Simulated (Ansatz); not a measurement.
LaSi3Ru:
```yaml
crystal:
  lattice:
    - [-2.13105, 2.13105, 4.98610]
    - [2.13105, -2.13105, 4.98610]
    - [2.13105, 2.13105, -4.98610]
  atoms:
    - { symbol: La, position: [0.99899, 0.99899, 0.00000] }
    - { symbol: Si, position: [0.41807, 0.41807, 0.00000] }
    - { symbol: Si, position: [0.26066, 0.76066, 0.50000] }
    - { symbol: Si, position: [0.76066, 0.26066, 0.50000] }
    - { symbol: Ru, position: [0.65562, 0.65562, 0.00000] }
```

Relaxed with r²SCAN. Special points in fractions of this cell's reciprocal vectors: Γ (0.000, 0.000, 0.000); X (0.000, 0.000, 0.500); P (0.250, 0.250, 0.250); N (0.000, 0.500, 0.000); M (0.500, 0.500, -0.500); S (0.296, 0.704, -0.296); S0 (-0.296, 0.296, 0.296); R (-0.091, 0.091, 0.500); G (0.500, 0.500, -0.091).

**Question.** List the band energies nearest the Fermi level at these points for the program Ansatz at the r²SCAN level (PAW).

**Answer.** In eV from the Fermi level; about four levels below and three above (degenerate sets whole), none deeper than 8.9 eV; points with the same levels are listed once.

| k | below | above |
|---|---|---|
| Γ | -2.10 -1.81 -0.83 -0.83 | 0.55 0.55 1.89 |
| X | -2.13 -2.11 -1.41 -1.02 | 2.51 2.54 2.88 |
| P | -1.95 -1.82 -1.82 -1.23 | 2.11 2.72 2.72 |
| N | -1.86 -1.59 -1.03 -0.01 | 0.72 2.21 2.65 |
| M | -2.00 -1.89 -1.89 -1.71 | 0.36 1.21 1.21 |
| S | -2.68 -2.02 -1.66 -0.74 | 0.35 1.40 2.40 |
| R | -1.89 -1.66 -1.24 -0.86 | 2.26 2.61 2.79 |

Space group I4mm. The first step of the workflow began from a Materials Project structure, measured or hypothetical; the Crystallography Open Database copy checked does not list it. Its standing as an ambient phase is unchecked. The cell was relaxed with r²SCAN under the symmetry of its start; its stability against distortions is not shown here. No spin polarisation was allowed. Scalar-relativistic: spin–orbit coupling is off unless named, which matters more the heavier the elements.

Potentials: the later of the program's two PAW sets.
